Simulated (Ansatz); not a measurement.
**NiI₃ (ReO3-type structure)**

The computed numbers are results of PBEsol, scalar-relativistic (collinear spin) in the plane-wave PAW code Ansatz at 420 eV, 6×6×6 k-mesh, Gaussian smearing of 0.05 eV. The datasets are Ansatz's generated set soft_2.

```
Ni I
1.0
     5.22789    0.00000    0.00000
     0.00000    5.22789    0.00000
     0.00000    0.00000    5.22789
Ni I
1 3
Cartesian
  0.0000 0.0000 0.0000
  2.6139 0.0000 0.0000
  0.0000 0.0000 2.6139
  0.0000 2.6139 0.0000
```

The start was a prototype's sites filled with these elements, not a measured cell. The ideal cubic cell shuts out tilts of the octahedra, which such structures often take.

Magnetic state: weakly polarised, site spin moments Ni 0.05 μB.

The cell above was scaled in volume, its shape and atoms being fixed by the lattice's symmetry. Energies are counted from the cell above.

The cell is relaxed to zero pressure at this level.

```json
{"V (Å³/atom)": "34.29", "ΔE (meV/atom)": "7.1", "P (GPa)": "1.65", "largest moment (μB)": "0.03"}
{"V (Å³/atom)": "35.01", "ΔE (meV/atom)": "?", "P (GPa)": "?", "largest moment (μB)": "?"}
{"V (Å³/atom)": "35.72", "ΔE (meV/atom)": "0.0", "P (GPa)": "-0.01", "largest moment (μB)": "0.05"}
{"V (Å³/atom)": "36.44", "ΔE (meV/atom)": "1.6", "P (GPa)": "-0.70", "largest moment (μB)": "0.07"}
{"V (Å³/atom)": "37.15", "ΔE (meV/atom)": "6.1", "P (GPa)": "-1.31", "largest moment (μB)": "0.08"}
```

Task: Fill in the withheld row.

Result: ΔE (meV/atom): 1.7, P (GPa): 0.77, largest moment (μB): 0.04.

Task: What do the points give for the equilibrium volume, the bulk modulus and its pressure derivative (third-order Birch–Murnaghan)?

Result: V0 = 35.72 Å³/atom, B0 = 37 GPa, B0′ = 5.1.

B0·V0 = 36.7 GPa × 35.72 Å³ = 8.19 eV/atom sets the scale: near the minimum ΔE ≈ ½ B0 V0 x², with x = V/V0 − 1, and a pressure of 0.4 GPa squeezes the volume by about 1 %. At the ends of the curve: x = −4.0 % predicts 6.5 meV/atom and the run gives 7.1; x = +4.0 % predicts 6.6 meV/atom and the run gives 6.1. The curve is steeper than the parabola on the compressed side and flatter on the expanded side: the bulk modulus rises with pressure.

Scalar-relativistic only: spin–orbit splittings of the heavy atoms' levels are missing. The run wasn't fully tested for a lower electronic state. So small a moment in a metal hangs on mesh and smearing, and semilocal functionals can overstate it, so the real crystal may have none. Site moments are of spin, integrated over atomic spheres. No antiparallel order was tried, and in such compounds it can hold moments and open a gap where a parallel start collapses.
